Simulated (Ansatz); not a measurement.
Consider the following.

RuW:
```cif
data_Ru2W2
_chemical_formula_sum 'W2 Ru2'
_space_group_name_H-M_alt 'P 1'
_space_group_IT_number 1
_cell_length_a 5.08379
_cell_length_b 5.08379
_cell_length_c 4.38896
_cell_angle_alpha 90.000
_cell_angle_beta 90.000
_cell_angle_gamma 147.949
loop_
_space_group_symop_operation_xyz
  'x, y, z'
loop_
_atom_site_label
_atom_site_type_symbol
_atom_site_fract_x
_atom_site_fract_y
_atom_site_fract_z
_atom_site_occupancy
W1 W 0.65844 0.34156 0.25000 1
Ru1 Ru 0.91243 0.08757 0.25000 1
W2 W 0.34156 0.65844 0.75000 1
Ru2 Ru 0.08757 0.91243 0.75000 1
```

This is the r²SCAN-relaxed structure.

**Question.** All from r²SCAN (plane waves, PAW; program Ansatz), unless another level is named. Predict the formation energy from the elements (no fitted shifts).

**Answer.** 0.20 eV/atom.

**Question.** And the density of states at the Fermi level?

**Answer.** 0.84 states/eV per atom (mean over ±0.08 eV).

Space group Cmcm. The start of the workflow was typed in or built on a structure type; neither database checked (COD, Materials Project) lists it. Its standing as an ambient phase is unchecked. The cell was relaxed with r²SCAN under the symmetry of its start; its stability against distortions is not shown here. No spin polarisation was allowed. Its formation energy is positive at this level, so the cell may be metastable or incomplete. The references are the lowest solids computed at this level, not always the standard phases. Scalar-relativistic: spin–orbit coupling is off unless named, which matters more the heavier the elements.

Potentials: the later of the program's two PAW sets.
